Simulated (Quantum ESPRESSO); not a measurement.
Zn4SeS2O (made-up cell) (calculated)

Calculation on a made-up crystal cell, not a measurement: periodic Kohn-Sham density functional theory in plane waves with PseudoDojo standard norm-conserving scalar-relativistic pseudopotentials, each functional with its own files (v0.5 for PBE, v0.4.1 for LDA and PBEsol), no spin polarisation, no spin-orbit coupling, atoms not relaxed, stress positive in tension, energies less a fixed whole-eV offset for each atom's element; levels are Kohn-Sham levels at fractions of this cell's reciprocal vectors, counted from the reference band (half the neutral cell's valence electrons, rounded up) at Gamma; error bars cover cutoff and k-mesh only, not smearing or the files; added strain carries the atoms with the cell, and shear is the tensor component; each bar is the largest change over components, and at least 0.002 eV, 0.002 eV per angstrom or 0.02 GPa; energies are for the whole cell, and the offsets were chosen from early runs and are not element reference energies. Program: Quantum ESPRESSO 7.5.

```cif
# cell vector a (Å): 5.6009 0.0000 0.0000
# cell vector b (Å): 0.0000 5.6009 0.0000
# cell vector c (Å): 0.0000 0.0000 5.6009
data_Zn4SeS2O
_symmetry_space_group_name_H-M 'P 1'
_symmetry_Int_Tables_number 1
_cell_length_a 5.6009
_cell_length_b 5.6009
_cell_length_c 5.6009
_cell_angle_alpha 90.000
_cell_angle_beta 90.000
_cell_angle_gamma 90.000
_cell_volume 175.70
loop_
_atom_site_label
_atom_site_type_symbol
_atom_site_fract_x
_atom_site_fract_y
_atom_site_fract_z
_atom_site_occupancy
Zn1 Zn 0.99745 0.99864 0.99234 1
Zn2 Zn 0.99850 0.49421 0.50242 1
Zn3 Zn 0.49563 0.98986 0.50133 1
Zn4 Zn 0.49999 0.50160 0.99479 1
Se1 Se 0.25021 0.25325 0.25707 1
S1 S 0.25162 0.74881 0.74476 1
S2 S 0.74881 0.26037 0.74954 1
O1 O 0.75366 0.74856 0.25162 1
_calc_lattice_type 'zincblende/diamond'
_calc_functional 'pbe'
_calc_cutoff 1170  # eV
_calc_fermi_dirac_smearing 0.025  # eV
_calc_scf_tolerance 1e-07  # eV
_calc_electrons_removed 0
_calc_k_mesh '4 x 4 x 4, shifted by half a step'
_calc_stress_xz ?
_calc_stress_yy ?
_calc_stress_yz ?
```

Atoms:
```csv
atoms element,atom site
Zn,1
Zn,2
Zn,3
Zn,4
Se,5
S,6
S,7
O,8
```

Question: What stress xz does the calculation give for Zn4SeS2O (made-up cell)?
Answer: 0.4156 GPa

Question: Estimate the stress yy of Zn4SeS2O (made-up cell).
Answer: 6.654 GPa

Question: Give the missing stress yz for Zn4SeS2O (made-up cell).
Answer: 0.03644 GPa

Question: Give the table of forces values for Zn4SeS2O (made-up cell).
Answer: 
Forces:
```csv
site,x (eV/Å),y (eV/Å),z (eV/Å)
1,-0.7067,-0.6497,0.505
2,-0.9078,1.094,-0.3032
3,1.089,-0.6053,-0.408
4,0.7635,0.797,0.4914
5,0.08265,-0.2624,-0.5092
6,-0.1556,0.0006134,0.2431
7,-0.05339,-0.4483,0.02429
8,-0.112,0.07445,-0.04341
```

Further results for Zn4SeS2O (made-up cell):

```
pressure         : -6.6 GPa
stress xx        : 6.687 GPa
stress zz        : 6.459 GPa
stress xy        : 0.1553 GPa
error bar stress : 0.02 GPa
error bar force  : 0.002 eV/Å
error bars from  : tighter rerun of this cell
```
